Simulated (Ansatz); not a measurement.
Y2B:
Space group R-3m, hexagonal axes (No. 166); a = 3.7643 Å, b = 3.7643 Å, c = 18.9200 Å, α = 90.00°, β = 90.00°, γ = 120.00°

```
atom  site  symmetry       x       y       z
----  ----  --------  ------  ------  ------
Y       6c        3m  0.0000  0.0000  0.2590
B       3a       -3m  0.0000  0.0000  0.0000
```
(The calculation used a cell of 3 atoms; values per cell refer to that cell.)

This is the PBE-relaxed structure.

All from PBE (plane waves, PAW; program Ansatz), unless another level is named. Predict the electronic character.

metallic (no gap).

Predict the density of states at the Fermi level.

2.6 states/eV per atom (mean over ±0.08 eV).

Predict the formation energy from the elements (no fitted shifts).

0.032 eV/atom.

The start of the workflow was typed in or built on a structure type; neither database checked (COD, Materials Project) lists it. Its standing as an ambient phase is unchecked. The cell was relaxed with PBE under the symmetry of its start; its stability against distortions is not shown here. No spin polarisation was allowed. The references are the lowest solids computed at this level, not always the standard phases. Spin–orbit coupling is left out wherever it is not named.

Potentials: the earlier of the program's two PAW sets.
